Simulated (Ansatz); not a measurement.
## ZnCu: energy along a strain

ZnCu, Pm-3m, a = 2.945 Å (as given, not relaxed at this level: -4.7 GPa). The structure is a COD entry; whether it is the stable form wasn't checked. Ansatz: PBEsol, PAW, 420 eV, Γ-centred 16×16×16 mesh on 2 atoms, Gaussian smearing 0.15 eV; no spin polarisation. Cell vectors (Å): 2.945 0.000 0.000; 0.000 2.945 0.000; 0.000 0.000 2.945. The cell is strained by x per cent times the pattern (1 -1 0 0 0 0) in the order xx yy zz yz xz xy (engineering shears), with fractional coordinates held. y is the free energy over the start, V0 = 12.771 Å³/atom. Symmetry makes y even in x.

```
x (%) y (meV/atom)
-4.00          0.49
-2.00         -0.20
 0.00          0.00
 0.50             ?
 1.00         -0.07
 1.50         -0.13
 2.50         -0.20
 3.00         -0.10
 3.50          0.14
```

Q: Fit y = c2 x² + c4 x⁴ to the other rows, get the stiffness along the pattern, and predict the missing energy.

A: Least squares on the rows shown. y = −0.06910 x² + 0.006318 x⁴. The clamped-ion stiffness p·C·p = 2 × -0.6910 eV × 160.2 / 12.771 Å³ = -17.3 GPa (second derivative at the start, which stands under stress). With a term in x⁶ added, the coefficient of x² becomes -0.08541, 24 % more, which shows how far this figure hangs on the form. At x = 0.50 the fit asked for gives -0.02 meV/atom. The run gave -0.02 meV/atom, the same to the digits shown.